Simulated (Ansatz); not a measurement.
**Band table of YS**

```
Y S
1.0
     0.05487    2.77109    2.77109
     2.77109    0.05487    2.77109
     2.77109    2.77109    0.05487
Y S
1 1
Cartesian
  2.7985 2.7985 2.7985
  0.0000 0.0000 0.0000
```

Atoms are numbered in the order listed.

The cell comes from COD entry 1539528, which wasn't checked; take it as a given geometry. The listed cell was then made from it by scaling, straining or moving an atom.

Spin polarisation is left out, and whether a magnetic state lies lower isn't shown here.

Theory: DFT, LDA, all-electron LAPW, scalar-relativistic (Ansatz 0.2.0).

Settings: a Γ-centred 8×8×8 k mesh, Fermi–Dirac smearing of 0.01 eV, basis error target 0.25 meV/atom, no spin polarisation.

Path points, in fractions of the reciprocal vectors: Γ (0.000, 0.000, 0.000), T (0.500, 0.500, 0.500), H2 (0.245, 0.500, 0.755), H0 (-0.245, 0.245, 0.500), L (0.000, 0.000, 0.500), S0 (-0.373, 0.000, 0.373), S2 (0.000, 0.373, 0.627), F (0.000, 0.500, 0.500). Levels in eV from the Fermi level; bands 18 to 24, counted from the lowest band of the run. The gap is zero.

```
# k(1/Å) point b18 b19 b20 b21 b22 b23 b24
0.000 Γ -15.01 -3.44 -3.30 -3.30 -0.42 -0.11 -0.11
0.194 - -14.90 -4.01 -3.58 -3.58 -0.21 0.09 0.09
0.389 - -14.60 -5.09 -4.13 -4.13 0.12 0.60 0.60
0.583 - -14.21 -6.11 -4.64 -4.64 0.59 1.35 1.35
0.778 - -13.86 -6.84 -4.98 -4.98 1.32 2.20 2.20
0.972 T -13.72 -7.11 -5.09 -5.09 2.13 2.59 2.67
1.139 - -13.76 -6.98 -5.10 -5.06 1.73 2.32 2.74
1.306 - -13.86 -6.65 -5.13 -4.97 1.30 1.72 2.97
1.472 - -13.98 -6.17 -5.15 -4.91 1.01 1.18 3.26
1.639 - -14.08 -5.69 -5.18 -4.98 0.86 0.90 2.96
1.806 H2 -14.10 -5.43 -5.19 -5.12 0.82 0.87 2.73
1.963 - -14.10 -5.50 -5.27 -4.96 0.06 1.73 2.92
2.120 - -14.11 -5.56 -5.33 -4.79 -0.43 2.58 3.20
2.277 - -14.11 -5.56 -5.33 -4.79 -0.43 2.58 3.20
2.435 - -14.10 -5.50 -5.27 -4.96 0.06 1.73 2.92
2.592 H0 -14.10 -5.43 -5.19 -5.12 0.82 0.87 2.73
2.752 - -14.05 -5.75 -5.20 -5.05 0.87 1.00 3.06
2.913 - -13.95 -6.23 -5.19 -5.07 1.03 1.38 3.12
3.073 - -13.82 -6.67 -5.19 -5.19 1.33 1.98 2.80
3.234 - -13.72 -6.98 -5.30 -5.18 1.74 2.49 2.68
3.394 L -13.68 -7.09 -5.34 -5.17 2.03 2.45 2.93
3.594 - -13.83 -6.81 -5.22 -5.05 1.26 2.10 2.40
3.793 - -14.18 -6.05 -4.86 -4.70 0.54 1.17 1.44
3.993 - -14.59 -4.99 -4.32 -4.17 0.12 0.38 0.62
4.193 - -14.90 -3.88 -3.72 -3.59 -0.23 0.00 0.09
4.392 Γ -15.01 -3.44 -3.30 -3.30 -0.42 -0.11 -0.11
4.636 - -14.85 -4.15 -3.90 -3.56 -0.19 -0.04 0.32
4.880 - -14.44 -5.46 -4.66 -4.10 0.30 0.35 1.32
5.124 - -14.05 -6.30 -5.12 -4.67 0.97 1.15 1.96
5.367 - -13.94 -6.32 -5.13 -5.09 1.40 1.88 2.14
5.611 S0 -14.11 -5.57 -5.33 -4.76 -0.49 2.86 3.05
5.748 - -14.07 -5.73 -5.28 -4.88 -0.08 2.22 3.14
5.885 - -14.04 -5.83 -5.21 -5.01 0.58 1.39 3.14
6.022 - -14.04 -5.83 -5.21 -5.01 0.58 1.39 3.14
6.159 - -14.07 -5.73 -5.28 -4.88 -0.08 2.22 3.14
6.296 S2 -14.11 -5.57 -5.33 -4.76 -0.49 2.86 3.05
6.380 - -14.19 -5.38 -5.19 -4.59 -1.03 3.02 3.25
6.463 - -14.27 -5.42 -4.80 -4.41 -1.51 2.58 3.38
6.547 - -14.33 -5.44 -4.42 -4.26 -1.92 2.20 3.31
6.630 - -14.37 -5.46 -4.15 -4.11 -2.23 1.96 3.15
6.713 F -14.38 -5.46 -4.12 -3.99 -2.35 1.87 3.08
```
